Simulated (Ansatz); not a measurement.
NaF (rock salt) is sheared across one {100} plane: the third cell vector gains the shift, so faults repeat every 7.1 Å. The cut lies between planes 2.35 Å apart; the cell height is held.

```yaml
crystal:
  lattice:
    - [3.32451, 0.00000, 0.00000]
    - [0.00000, 3.32451, 0.00000]
    - [1.66225, 1.66225, 7.05235]
  atoms:
    - { symbol: F, position: [0.00000, 0.00000, 0.83333] }
    - { symbol: F, position: [0.33333, 0.33333, 0.16667] }
    - { symbol: F, position: [0.66667, 0.66667, 0.50000] }
    - { symbol: Na, position: [0.50000, 0.50000, 0.83333] }
    - { symbol: Na, position: [0.83333, 0.83333, 0.16667] }
    - { symbol: Na, position: [0.16667, 0.16667, 0.50000] }
```

In-plane vectors a = (3.325, 0.000) Å, b = (0.000, 3.325) Å, area 11.05 Å². The shift is s times the vector a + b (length 4.702 Å), so s = 1 restores the start. Atoms relax along the normal only. γ = [E(shift) − E(0)] / area.

Calculation: PBE (plane waves to 420 eV, PAW, scalar-relativistic; Ansatz, a quantum-chemistry and plane-wave program). k mesh 9×9×9 (Γ-centred), Fermi-Dirac smearing 0.05 eV. Energies are extrapolated to zero smearing. Some relaxations began with atoms very close together and may have settled on another branch. Faults lie only 7.1 Å apart, and holding the cell height raises γ above its relaxed value. NaF was relaxed with its symmetry unable to fall. The relaxed volume of NaF is well above the measured one; the method has no dispersion term. γ is measured from zero shift.

```json
[
 {"s": "0.000", "γ (mJ/m²)": "0"},
 {"s": "0.083", "γ (mJ/m²)": "88"},
 {"s": "0.167", "γ (mJ/m²)": "withheld"},
 {"s": "0.250", "γ (mJ/m²)": "684"},
 {"s": "0.333", "γ (mJ/m²)": "989"},
 {"s": "0.417", "γ (mJ/m²)": "1191"},
 {"s": "0.500", "γ (mJ/m²)": "1261"},
 {"s": "0.583", "γ (mJ/m²)": "1191"},
 {"s": "0.667", "γ (mJ/m²)": "989"},
 {"s": "0.750", "γ (mJ/m²)": "684"},
 {"s": "0.833", "γ (mJ/m²)": "withheld"},
 {"s": "0.917", "γ (mJ/m²)": "88"}
]
```

### Question
Fit a Fourier form (three harmonics of 1 − cos and sin) to the given rows and predict γ at s = 0.167.

### Answer
Least squares on the 10 given rows: γ = (634.8)·[1 − cos(2πs)] + (25.9)·[1 − cos(4πs)] + (-5.5)·[1 − cos(6πs)], in mJ/m²; root-mean-square residual 2.7 mJ/m². At 0.167 the fit gives 345 mJ/m²; the calculation gives 342 mJ/m², so the interpolation is off by 3 (+0.9 %). 

(The slope of γ gives the shear force per area between the displaced halves; near zero shift its curvature is an elastic stiffness.)
